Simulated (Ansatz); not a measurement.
ReB:
```xyz
2
Lattice="0.0000 2.1915 2.1915 2.1915 0.0000 2.1915 2.1915 2.1915 0.0000" Properties=species:S:1:pos:R:3 pbc="T T T"
B      0.0000     0.0000     0.0000
Re     2.1915     2.1915     2.1915
```

Relaxed with PBEsol. Special points in fractions of this cell's reciprocal vectors: Γ (0.000, 0.000, 0.000); X (0.500, 0.000, 0.500); U (0.625, 0.250, 0.625); K (0.375, 0.375, 0.750); L (0.500, 0.500, 0.500); W (0.500, 0.250, 0.750).

Problem. List the band energies nearest the Fermi level at these points for plane-wave PAW PBEsol with spin–orbit coupling (Ansatz code).

Solution. In eV from the Fermi level; about four levels below and three above (degenerate sets whole), none deeper than 8.9 eV; … stands for higher levels left out; points with the same levels are listed once.

```json
[
 {"k": "Γ", "below": "-1.33 -1.33 -1.33 -1.33", "above": "1.99 1.99 …"},
 {"k": "X", "below": "-4.48 -4.48 -0.37 -0.37", "above": "0.13 0.13 0.21 0.21"},
 {"k": "U", "below": "-3.60 -3.60 -0.65 -0.65", "above": "0.78 0.78 2.66 2.66"},
 {"k": "L", "below": "-5.68 -5.68 -5.40 -5.40", "above": "0.43 0.43 0.61 0.61"},
 {"k": "W", "below": "-5.28 -5.28 -4.94 -4.94", "above": "1.23 1.23 1.57 1.57"}
]
```

Space group Fm-3m (rock salt). A made-up cell: these elements were put on the sites of a structure type; neither database checked (COD, Materials Project) lists it. COD files the formula under space group No. 141. Whether it is the stable phase at ambient conditions was not checked. The PBEsol relaxation kept the symmetry of its start; whether a distortion lowers the energy is not shown. The run is not spin-polarised.

Potentials: the earlier of the program's two PAW sets. The files were generated under PBE; for other functionals the program regenerates the frozen cores, and for LDA and PBEsol the local potential too.
